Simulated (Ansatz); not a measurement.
Li2MgNb4O12:
```
Li2MgNb4O12
1.0
   -5.16537     0.00000     0.00000
   -2.58816     2.10674     8.52427
   -2.56867     4.88831     0.00000
Li Mg Nb O
2 1 4 12
Direct
  0.67264   0.11449   0.54114
  0.92026   0.36270   0.80332
  0.18314   0.60151   0.03471
  0.74634   0.76224   0.74555
  0.25001   0.24015   0.25935
  0.50699   0.50316   0.49715
  0.99780   0.99834   0.99888
  0.14759   0.68092   0.64131
  0.66442   0.19177   0.11461
  0.63332   0.57457   0.74796
  0.14056   0.07776   0.22685
  0.78016   0.94864   0.84999
  0.27290   0.45153   0.36318
  0.74466   0.89031   0.41086
  0.22146   0.39098   0.93261
  0.73682   0.63327   0.17081
  0.22150   0.14026   0.67023
  0.28208   0.81377   0.97960
  0.78679   0.32049   0.49619
```

Relaxed with r²SCAN. Independent-particle spectrum: no excitons, no local fields, no scissors shift; 0.1 eV broadening; ε₁ of the summed bands alone.

Task: Tabulate the dielectric function from r²SCAN in the plane-wave PAW code Ansatz.

Result: 

```csv
E (eV),ε₁ xx,ε₂ xx,ε₁ yy,ε₂ yy,ε₁ zz,ε₂ zz
0.0,5.08,0.00,4.70,0.00,5.03,0.00
0.5,5.11,0.00,4.72,0.00,5.05,0.00
1.0,5.19,0.00,4.78,0.00,5.12,0.00
1.5,5.33,0.00,4.90,0.00,5.26,0.00
2.0,5.54,0.00,5.09,0.00,5.47,0.00
2.5,5.88,0.00,5.37,0.00,5.80,0.00
3.0,6.41,0.00,5.82,0.00,6.31,0.00
3.5,7.36,0.00,6.62,0.00,7.22,0.00
4.0,10.02,0.58,8.80,0.66,9.62,0.43
4.5,11.32,6.05,9.94,5.16,11.23,6.16
5.0,6.77,8.79,6.05,6.92,7.07,8.85
5.5,3.52,9.77,4.46,7.57,3.47,9.22
6.0,-0.04,7.83,1.06,6.94,0.16,7.61
6.5,-0.53,4.66,-0.01,4.66,-0.49,4.53
7.0,-0.11,2.64,0.29,2.48,-0.02,2.69
7.5,1.29,1.61,1.60,1.58,1.41,1.61
8.0,3.32,2.02,3.37,2.05,3.44,2.14
8.5,3.63,4.26,3.82,3.95,3.64,4.32
9.0,1.64,5.27,1.91,5.04,1.82,5.37
9.5,0.22,4.33,0.70,4.35,0.26,4.37
10.0,0.14,3.66,0.27,3.94,0.06,3.77
10.5,-0.01,3.17,-0.35,3.39,-0.13,3.20
11.0,-0.07,2.79,-0.43,2.34,-0.10,2.64
11.5,-0.22,2.37,-0.07,1.80,-0.18,2.24
12.0,-0.05,1.88,0.27,1.57,-0.01,1.89
```

Task: From ε at 5.9 eV (xx: 0.58 + 8.14i), find n, k, the normal reflectivity and the absorption coefficient.

Result: n = 2.09, k = 1.947, R = 37 %, α = 2kE/ħc = 1200000 cm⁻¹.

With all bands, ε∞ without local fields is 5.28 (xx), 4.90 (yy), 5.23 (zz). DFPT, with local fields, gives 4.93 (xx), 4.72 (yy), 4.88 (zz).

Space group P1. The start of the workflow was typed in or built on a structure type; neither database checked (COD, Materials Project) lists it. Whether it is the stable phase at ambient conditions was not checked. The cell was relaxed with r²SCAN under the symmetry of its start; whether a distortion lowers the energy is not shown. The run is not spin-polarised. Spin–orbit coupling is left out wherever it is not named.

Potentials: the later of the program's two PAW sets.
